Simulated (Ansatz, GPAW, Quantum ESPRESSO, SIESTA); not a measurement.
# One calculation of CsLiCr2Te2S3, 4 ways

```
Cs Li Cr Te S
1.0
     3.42162   -5.18069    0.00784
     3.42162    5.18069    0.00784
    -2.90411    0.00000    7.43093
Cs Li Cr Te S
1 1 2 2 3
Direct
  0.09374 0.09374 0.00853
  0.58875 0.58875 0.55336
  0.05646 0.46755 0.55790
  0.46755 0.05646 0.55790
  0.56486 0.87357 0.29035
  0.87357 0.56486 0.29035
  0.81151 0.39697 0.73347
  0.39697 0.81151 0.73347
  0.21404 0.21404 0.48371
```

The cell comes from a database or a generator and needn't be the stable form of this composition.

Alike in all runs: task single point; functional PBE; k mesh 5 × 5 × 4; occupations fermi-dirac, width 0.05 eV; collinear spin, ferromagnetic start; no spin-orbit coupling. Pressure is positive in compression and, in plane waves, holds the error of the finite cutoff.

```tsv
program and potentials	plane-wave cutoff (eV)	notes	pressure (GPa)	net moment per atom (μB)	largest force (eV/Å)
Quantum ESPRESSO, SSSP 1.3 efficiency PBE	748	7.78 valence electrons an atom on average	0.09	0.45	0.087
SIESTA, files PseudoDojo sr-pbe-0.4.1-standard, DZP (energy shift 0.003 Ry; two zetas on semicore shells; d shell added on Cs)	-	atomic basis; 10 valence electrons an atom on average	0.47	0.45	0.278
GPAW, GPAW PAW data sets (gpaw-data 1.2.1)	800	5.78 valence electrons an atom on average	0.20	0.45	0.109
Ansatz, all-electron LAPW, scalar-relativistic	-	-	0.01	0.45	-
```

Force on atom 5 (Te), eV/Å:

```tsv
program and potentials	x	y	z
Quantum ESPRESSO, SSSP 1.3 efficiency PBE	0.019	-0.035	-0.078
SIESTA, files PseudoDojo sr-pbe-0.4.1-standard, DZP (energy shift 0.003 Ry; two zetas on semicore shells; d shell added on Cs)	0.064	0.053	-0.265
GPAW, GPAW PAW data sets (gpaw-data 1.2.1)	0.002	-0.002	0.006
```

The pressure spans 0.01 (Ansatz, all-electron LAPW, scalar-relativistic) to 0.47 GPa (SIESTA, files PseudoDojo sr-pbe-0.4.1-standard, DZP (energy shift 0.003 Ry; two zetas on semicore shells; d shell added on Cs)), with all-electron results at 0.01. All agree on the net moment per atom. The state is the one that the start led to, which needn't be the lowest. Rows in atomic bases carry the error of their basis and grid, which can be large.

Differences between rows come from potentials, basis sets and numerical settings, since the functional is the same but for its coding. Runs on potential files found faulty are left out.
